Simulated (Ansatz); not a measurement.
Ti (hcp, Mg type)

Space group P6₃/mmc (No. 194); a = b = 2.9009 Å, c = 4.5904 Å, α = β = 90.00°, γ = 120.00°

| atom | site | symmetry | x | y | z |
|---|---|---|---|---|---|
| Ti | 2d | -6m2 | 0.6667 | 0.3333 | 0.2500 |

The relaxed cell is deformed in two ways at once: its volume V is scaled, and at that volume it is stretched along z (the c axis of the conventional cell) so that c/a changes. Fractional atomic positions are held.

Method: PBEsol (plane waves to 420 eV, PAW, scalar-relativistic; Ansatz, a first-principles code). k mesh 18×18×10 (Γ-centred), Fermi-Dirac smearing 0.05 eV. Energies are smeared free energies. With partly filled bands, the response to shear is sensitive to the k mesh, so small differences along c/a are uncertain. Ti is run without spin polarisation. Ti was relaxed with its symmetry unable to fall. The zero of ΔE is the relaxed starting cell.

Estimate the ΔE (eV/atom) for all points of the grid V/V₀ = 0.960, 0.980, 1.000, 1.020, 1.040 by (c/a)/(c/a)₀ = 0.880, 0.940, 1.000, 1.060, 1.120.

ΔE (eV/atom), with V/V₀ across and (c/a)/(c/a)₀ down:

```csv
(c/a)/(c/a)₀ \ V/V₀,0.960,0.980,1.000,1.020,1.040
0.880,0.073,0.064,0.060,0.061,0.067
0.940,0.027,0.018,0.015,0.017,0.024
1.000,0.011,0.003,0.000,0.002,0.009
1.060,0.024,0.016,0.013,0.016,0.023
1.120,0.058,0.050,0.048,0.050,0.057
```

(A scan under strain: stresses follow from slopes of the energy per volume, elastic moduli from its curvatures.)
